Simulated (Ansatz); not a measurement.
# Property card for ZrB₂

ZrB$_{2}$:
```cif
data_B2Zr
_chemical_formula_sum 'Zr1 B2'
_space_group_name_H-M_alt 'P 1'
_space_group_IT_number 1
_cell_length_a 3.96404
_cell_length_b 3.96404
_cell_length_c 3.96404
_cell_angle_alpha 128.836
_cell_angle_beta 128.836
_cell_angle_gamma 75.275
loop_
_space_group_symop_operation_xyz
  'x, y, z'
loop_
_atom_site_label
_atom_site_type_symbol
_atom_site_fract_x
_atom_site_fract_y
_atom_site_fract_z
_atom_site_occupancy
Zr1 Zr 0.00000 0.00000 0.00000 1
B1 B 0.37579 0.37579 0.00000 1
B2 B 0.62421 0.62421 0.00000 1
```

Space group I4/mmm (No. 139), MoSi2 or CaC2 type; conventional cell a = b = 3.4234 Å, c = 6.2782 Å, α = β = γ = 90.00°.

Method: PBEsol (plane waves, PAW; program Ansatz). The cell and atoms are relaxed at this level. Other levels are named where they apply.

### Cell and energy

```
Item                                                          Result
-----------------------------------------------------  -------------
Volume per atom                                             12.26 Å³
Density                                                   5.09 g/cm³
Formation energy from the elements (no fitted shifts)  0.085 eV/atom
```

### Electronic structure

```
Item                                                                         Value
------------------------------------  --------------------------------------------
Electronic character                                             metallic (no gap)
Density of states at the Fermi level  0.46 states/eV per atom (mean over ±0.08 eV)
Gap with spin–orbit coupling                                       none (metallic)
```

### Mechanics

```
Item                                  Value
----------------------------------  -------
Bulk modulus (Birch–Murnaghan fit)  150 GPa
Pressure derivative B′                  3.7
```

### Phonons

```
Item                                           Result
-----------------------------  ----------------------
Highest zone-centre frequency               1095 cm⁻¹
Zone-centre stability          no imaginary mode at Γ
```

A made-up cell: these elements were put on the sites of a structure type; neither database checked (COD, Materials Project) lists it. It is not the phase usual at ambient conditions (space group No. 191). The PBEsol relaxation kept the symmetry of its start. The run is not spin-polarised. As this level gives no gap, phonon frequencies hold no LO–TO term and depend on the k-mesh and smearing (Fermi–Dirac, 0.1 eV here). The references are the lowest solids computed at this level, not always the standard phases. Spin–orbit coupling is left out wherever it is not named.

Potentials: the later of the program's two PAW sets.
